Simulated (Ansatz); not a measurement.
Data:

Ag₂S:
```xyz
6
Lattice="3.9549 0.0000 0.0000 0.0000 6.4008 0.0000 -3.6610 0.0000 4.3767" Properties=species:S:1:pos:R:3 pbc="T T T"
Ag    -0.9362     2.5442     2.0060
Ag    -2.7667     3.8567     4.1943
Ag    -0.2405     6.1127     1.2304
Ag    -2.0710     0.2881     3.4188
S      1.7730     4.7124     1.9610
S     -0.0575     1.6884     4.1493
```

This is the LDA-relaxed structure.

Problem. All from plane-wave PAW LDA (Ansatz code), unless another level is named. Estimate the bulk modulus (Birch–Murnaghan fit).

Solution. 68.6 GPa.

Problem. What about the highest zone-centre frequency (without LO–TO term)?

Solution. 8.79 THz.

Space group Pc. The workflow started from a Materials Project entry (that database holds measured and hypothetical structures alike); the Crystallography Open Database copy checked does not list it. COD files the formula under space group No. 4, 14, so this cell is another polymorph or a model. Its standing as an ambient phase is unchecked. Symmetry was held in the LDA relaxation; of distortions, only those at the zone centre were tested, and some modes there are weakly imaginary. No spin polarisation was allowed.

Potentials: the later of the program's two PAW sets.
